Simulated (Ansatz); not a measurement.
Geometry optimisation in Ansatz: input, command and trajectory.

```yaml
crystal:
  lattice:
    - [5.003571403, 0.0, 0.0]
    - [-2.5017857015, 4.3332199446, 0.0]
    - [0.0, 0.0, 5.1165339398]
  atoms:
    - { symbol: Rb, position: [0.3333333333, 0.6666666667, 0.2810316933] }
    - { symbol: Rb, position: [0.6666666667, 0.3333333333, 0.7189683067] }
    - { symbol: Pd, position: [0.0, 0.0, 0.0] }
    - { symbol: C, position: [0.0, 0.0, 0.3784678024] }
    - { symbol: C, position: [0.0, 0.0, 0.6215321976] }
basis:
  ecutwfc: 420
kpoints:
  mp_grid: { grid: [6, 6, 6] }
hamiltonian:
  xc: lda
scf:
  occupations: { method: gaussian, width: 0.02 }
output:
  forces: true
  stress: true
  eigenvalues: true
relax:
  adjacent_minimum: "off"
  f_tol: 0.01
  max_steps: 30
  cell: { stress_tol: 0.1, fix: [volume] }
```

```bash
ansatz run input.yaml --threads 1 --pin off --max-ram 2560MiB --backend cpu --events-out ev --progress --plain --runs-dir out
```

Computed with Ansatz 0.2.0, DFT LDA, scalar-relativistic, plane waves, PAW.

The volume is held at 0.91 times that of the relaxed cell.

Of 5 frames 4 are shown, positions in Å and forces in eV/Å; the SCF threshold varies from step to step. Steps run on the plane waves of an earlier cell, with a Pulay correction in the pressure. The basis is chosen afresh for the last frame, the zero of the energies, and at times for earlier ones too; energy and pressure can step there, also at an unchanged geometry. Where two frames share a geometry here, they differ by under 2 meV/atom and 0.3 GPa.

```xyz
5
Lattice="5.0036 0.0000 0.0000 -2.5018 4.3332 0.0000 0.0000 0.0000 5.1165" Properties=species:S:1:pos:R:3:forces:R:3 pbc="T T T" step=1 free_energy_over_end_meV_per_atom=2.18 pressure_GPa=4.60
Rb    0.0000    2.8888    1.4379    0.0000    0.0000    0.0182
Rb    2.5018    1.4444    3.6786    0.0000    0.0000   -0.0182
Pd    0.0000    0.0000    0.0000    0.0000    0.0000    0.0000
C     0.0000    0.0000    1.9364    0.0000    0.0000   -0.6488
C     0.0000    0.0000    3.1801    0.0000    0.0000    0.6488
5
Lattice="4.9875 0.0000 0.0000 -2.4938 4.3193 0.0000 0.0000 0.0000 5.1495" Properties=species:S:1:pos:R:3:forces:R:3 pbc="T T T" step=2 free_energy_over_end_meV_per_atom=0.10 pressure_GPa=3.77
Rb    0.0000    2.8796    1.4620    0.0000    0.0000   -0.0137
Rb    2.4938    1.4398    3.6874    0.0000    0.0000    0.0137
Pd    0.0000    0.0000    0.0000    0.0000    0.0000    0.0000
C     0.0000    0.0000    1.9478    0.0000    0.0000   -0.0167
C     0.0000    0.0000    3.2016    0.0000    0.0000    0.0167
5
Lattice="4.9837 0.0000 0.0000 -2.4919 4.3160 0.0000 0.0000 0.0000 5.1574" Properties=species:S:1:pos:R:3:forces:R:3 pbc="T T T" step=3 free_energy_over_end_meV_per_atom=0.00 pressure_GPa=3.63
Rb    0.0000    2.8773    1.4536    0.0000    0.0000    0.0000
Rb    2.4919    1.4387    3.7038    0.0000    0.0000    0.0000
Pd    0.0000    0.0000    0.0000    0.0000    0.0000    0.0000
C     0.0000    0.0000    1.9512    0.0000    0.0000    0.0388
C     0.0000    0.0000    3.2062    0.0000    0.0000   -0.0388
5
Lattice="4.9831 0.0000 0.0000 -2.4915 4.3155 0.0000 0.0000 0.0000 5.1587" Properties=species:S:1:pos:R:3:forces:R:3 pbc="T T T" step=5 free_energy_over_end_meV_per_atom=0.00 pressure_GPa=3.62
Rb    0.0000    2.8770    1.4538    0.0000    0.0000   -0.0001
Rb    2.4915    1.4385    3.7049    0.0000    0.0000    0.0001
Pd    0.0000    0.0000    0.0000    0.0000    0.0000    0.0000
C     0.0000    0.0000    1.9520    0.0000    0.0000    0.0049
C     0.0000    0.0000    3.2067    0.0000    0.0000   -0.0049
```

The run took 25 s on 1 thread of Intel(R) Xeon(R) Platinum 8375C CPU @ 2.90GHz (Ice Lake), with other jobs on the host, peak memory 0.47 GiB.